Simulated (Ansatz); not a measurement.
One crystal and one scan (scan of one atom of the cell) at two levels, r2SCAN (plane waves to 500 eV, PAW, scalar-relativistic; Ansatz, a first-principles code) and PBE (plane waves to 420 eV, PAW, scalar-relativistic; Ansatz), each from its own relaxed cell and on its own mesh. The cell shown is that of r2SCAN.

InAs (zinc blende)

```
CELL_PARAMETERS angstrom
      0.00000     3.05455     3.05455
      3.05455     0.00000     3.05455
      3.05455     3.05455     0.00000
ATOMIC_POSITIONS crystal
  As 0.75000 0.75000 0.75000
  In 0.00000 0.00000 0.00000
```

Scan: atom 2 (In, nearest neighbour As at 2.645 Å; its periodic images, 4.3 Å or more away, move with it) is displaced along Cartesian x, direction (1.000, 0.000, 0.000) in Cartesian axes, by s. The other atoms stay.

Energies are smeared free energies. InAs was relaxed with its symmetry unable to fall. As the smearing reaches across the gap at some points, energies and forces of such displacements shift with the k mesh and the smearing. With partly filled bands, energies and forces of such displacements shift with the k mesh and the smearing. Percentages come from the unrounded values.

Results of r2SCAN:

| Item | Result |
|---|---|
| Lattice constant a (Å) | 6.109 |
| Band gap of the relaxed cell, no spin-orbit coupling (eV) | 0.08 |
| Force constant k = d²E/ds² at s = 0 (finite differences) (eV/Å²) | 7.34 |
| Zone-centre optical wavenumber from k (cm⁻¹) | 210 |
| Shape of the curve | a single well with its minimum at or next to zero displacement |

Estimate the PBE values.


```json
[
 {"quantity": "Lattice constant a (Å)", "PBE": "6.186", "r2SCAN − PBE": "-0.077 (-1.2 %)"},
 {"quantity": "Band gap of the relaxed cell, no spin-orbit coupling (eV)", "PBE": "0.00", "r2SCAN − PBE": "+0.08"},
 {"quantity": "Force constant k = d²E/ds² at s = 0 (finite differences) (eV/Å²)", "PBE": "6.64", "r2SCAN − PBE": "+0.70 (+11 %)"},
 {"quantity": "Zone-centre optical wavenumber from k (cm⁻¹)", "PBE": "200", "r2SCAN − PBE": "+10 (+5 %)"}
]
```

r2SCAN gives the higher value for: band gap of the relaxed cell, no spin-orbit coupling; force constant k = d²E/ds² at s = 0; zone-centre optical wavenumber from k. r2SCAN gives the lower value for: lattice constant a. (PBE) At this level the bands of InAs touch or barely overlap; measurements give the solid a gap. Both give the same shape of the curve: a single well with its minimum at or next to zero displacement. Neither level is exact: the differences show how much the result hangs on the functional.

(For displaced atoms, the force is minus the slope of the energy, and its curvature is a force constant, which sets phonon frequencies.)
